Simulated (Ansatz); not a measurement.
**Field gradients at the nuclei in SiO2 under strain**

The cell is a structure deposited in the COD, relaxed with PBE at fixed cell and then changed (z stretched by 3 %, ions relaxed).

```
Si O
1.0
     4.16670    0.00000    0.00000
     0.00000    4.16670    0.00000
     0.00000    0.00000    2.74444
Si O
2 4
Direct
  0.00000 0.00000 0.00000
  0.50000 0.50000 0.50000
  0.30526 0.30526 0.00000
  0.19474 0.80526 0.50000
  0.69474 0.69474 0.00000
  0.80526 0.19474 0.50000
```

Atom numbers follow the list; atoms alike are taken as one site, whose name carries the number of the first.

Method: Kohn–Sham DFT in Ansatz, PBE, plane waves and PAW, scalar-relativistic, 420 eV cutoff, Γ-centred 7×7×11 k-points, Fermi–Dirac smearing 0.02 eV.

V_zz is the principal component of the electric field gradient with the largest magnitude, η = (V_xx − V_yy)/V_zz and C_Q = eQV_zz/h. Directions are in the Cartesian axes of the cell vectors above, for the atom listed; none is given where the gradient is under 0.02 or η is above 0.95.

Question: Which values are expected at the nuclei?

Answer: 

| site | first atom | first shell | V_zz (10²¹ V/m²) | η | direction of V_zz (x, y, z) |
| --- | --- | --- | --- | --- | --- |
| Si | 1 | 6 O at 1.79–1.80 Å | -0.90 | 0.05 | 0.00 0.00 1.00 |
| O | 3 | 3 Si at 1.79–1.80 Å | -11.51 | 0.10 | 0.71 -0.71 0.00 |

At O V_zz stands upright on the plane through its three neighbours (within 1°).
